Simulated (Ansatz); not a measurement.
Values for one crystal, relaxed and computed with DFT-r²SCAN in the program Ansatz with PAW potentials; other levels are named.

| Quantity | Result |
|---|---|
| Volume per atom | 8.23 Å³ |
| Band gap | 5.52 eV (indirect) |
| Bulk modulus (Birch–Murnaghan fit) | 276 GPa |
| Poisson's ratio | 0.16 |
| Pressure derivative B′ | 3.9 |
| Hole effective mass, band 1 of 3 at the edge | 0.89 along [100], 5.3 along [110], 2.0 along [111] (mₑ) |
| Hill bulk and shear moduli | 276 and 240 GPa |

### Question
Which compound is it?
A) KBr, rock salt
B) BeS, rock salt
C) BeS, P4/mmm (Be on 1c, S on 1a)
D) AlN, rock salt

### Answer
D, AlN, rock salt

Space group Fm-3m (rock salt). This is a known high-pressure phase of the composition, computed here at zero pressure and temperature. The r²SCAN relaxation kept the symmetry of its start; whether a distortion lowers the energy is not shown.

Potentials: the later of the program's two PAW sets.
